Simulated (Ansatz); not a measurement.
## Is this Li3SeF structure a true minimum?

The structure comes from a generated guess, relaxed at this level; another structure or a mixture of phases may lie lower.

The calculation used DFT PBE, scalar-relativistic, plane waves, PAW in Ansatz 0.2.0. Settings: cutoff 420 eV, Γ-centred mesh 6×6×6 on the computed 5-atom cell, Gaussian smearing of 0.02 eV; no spin polarisation.

The cell below (5 atoms, space group Pm-3m (No. 221)) is relaxed within its symmetry.

```
CELL_PARAMETERS angstrom
3.99656 0.00000 0.00000
0.00000 3.99656 0.00000
0.00000 0.00000 3.99656
ATOMIC_POSITIONS crystal
Li 0.50000 0.00000 0.00000
Li 0.00000 0.50000 0.00000
Li 0.00000 0.00000 0.50000
Se 0.50000 0.50000 0.50000
F 0.00000 0.00000 0.00000
```

For the test a repeat of it with 10 atoms (edges 4.00, 4.00, 7.99 Å) was strained at random (σ = 1.5 % a component), the atoms were moved at random (σ = 0.15 Å), and all was relaxed again on a coarse 4×4×2 mesh (in the run’s order of axes) with 0.10 eV smearing, with no symmetry imposed.

Question: Is the structure stable against such a distortion?

Answer: It returns, within 1 meV/atom of the unmoved cell on that mesh and with the same symmetry when read at 0.1 Å (C2 at 0.01 Å, so small strains and shifts remain). No instability shows in this cell; modes of other wave vectors, which need another repeat, aren't tested.
